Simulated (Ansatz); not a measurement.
In₂GaAs₃:
```cif
data_As3GaIn2
_chemical_formula_sum 'In2 Ga1 As3'
_space_group_name_H-M_alt 'P 1'
_space_group_IT_number 1
_cell_length_a 9.34205
_cell_length_b 9.34205
_cell_length_c 9.34205
_cell_angle_alpha 154.314
_cell_angle_beta 154.314
_cell_angle_gamma 36.644
loop_
_space_group_symop_operation_xyz
  'x, y, z'
loop_
_atom_site_label
_atom_site_type_symbol
_atom_site_fract_x
_atom_site_fract_y
_atom_site_fract_z
_atom_site_occupancy
In1 In 0.33721 0.33721 0.00000 1
In2 In 0.66279 0.66279 0.00000 1
Ga1 Ga 0.00000 0.00000 0.00000 1
As1 As 0.25000 0.75000 0.50000 1
As2 As 0.57494 0.07494 0.50000 1
As3 As 0.92506 0.42506 0.50000 1
```

This is the LDA-relaxed structure.

### Question
All from the program Ansatz at the LDA level (PAW), unless another level is named. Estimate the electronic character.

### Answer
no gap, with almost no states at the Fermi level (zero-gap or semimetallic).

### Question
And the formation energy from the elements (no fitted shifts)?

### Answer
-0.23 eV/atom.

Space group I-4m2. The first step of the workflow began from a Materials Project structure, measured or hypothetical; the Crystallography Open Database copy checked does not list it. With In and Ga taken as one species the cell has the higher symmetry F-43m, so it may be an ordered model of a mixed-site phase. Its standing as an ambient phase is unchecked. The cell was relaxed with LDA under the symmetry of its start; whether a distortion lowers the energy is not shown. The references are the lowest solids computed at this level, not always the standard phases. Spin–orbit coupling is left out wherever it is not named.

Potentials: the later of the program's two PAW sets.
